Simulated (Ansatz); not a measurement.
Ir (fcc, Cu type)

```xyz
4
Lattice="3.8303 0.0000 0.0000 0.0000 3.8303 0.0000 0.0000 0.0000 3.8303" Properties=species:S:1:pos:R:3 pbc="T T T"
Ir     0.0000     0.0000     0.0000
Ir     1.9151     1.9151     0.0000
Ir     1.9151     0.0000     1.9151
Ir     0.0000     1.9151     1.9151
```

In this cell atom 2 (Ir, nearest neighbour Ir at 2.708 Å; its periodic images, 3.8 Å or more away, move with it) is moved by s along Cartesian z, unit vector (0.000, 0.000, 1.000); all other atoms and the cell stay fixed.

Calculation: PBEsol (plane waves to 420 eV, PAW, scalar-relativistic; Ansatz, a first-principles code). k mesh 10×10×10 (Γ-centred), Fermi-Dirac smearing 0.05 eV. The energy includes the smearing's −TS. With partly filled bands, energies and forces of such displacements shift with the k mesh and the smearing. Ir is run without spin polarisation. Ir was relaxed with its symmetry unable to fall. Spin-orbit coupling is left out, though Ir is heavy. The PAW data are Ansatz's earlier set. ΔE is measured from the undisplaced structure. The last digit holds for this mesh only.

```
s (Å)   ΔE (meV/cell)
------  -------------
-0.270       withheld
-0.216          348.2
-0.162          194.2
-0.108           85.7
-0.054           21.3
0.000             0.0
0.054            21.3
0.108            85.7
0.162           194.2
0.216           348.2
0.270        withheld
```

### Question
Fit an even polynomial form (powers 2, 4) to the given rows and predict ΔE at s = -0.270.

### Answer
Least squares on the 9 given rows: ΔE = (7314)·s² + (3204)·s⁴, in meV/cell with s in Å; root-mean-square residual 0.04 meV/cell. At -0.270 the fit gives 550.2 meV/cell; the calculation gives 551.5 meV/cell, so the extrapolation is off by -1.3 (-0.2 %). The quadratic term alone would give 533.2 meV/cell.

(A displaced cell: forces are minus the slopes of the energy, force constants its curvatures, and phonons follow from these.)
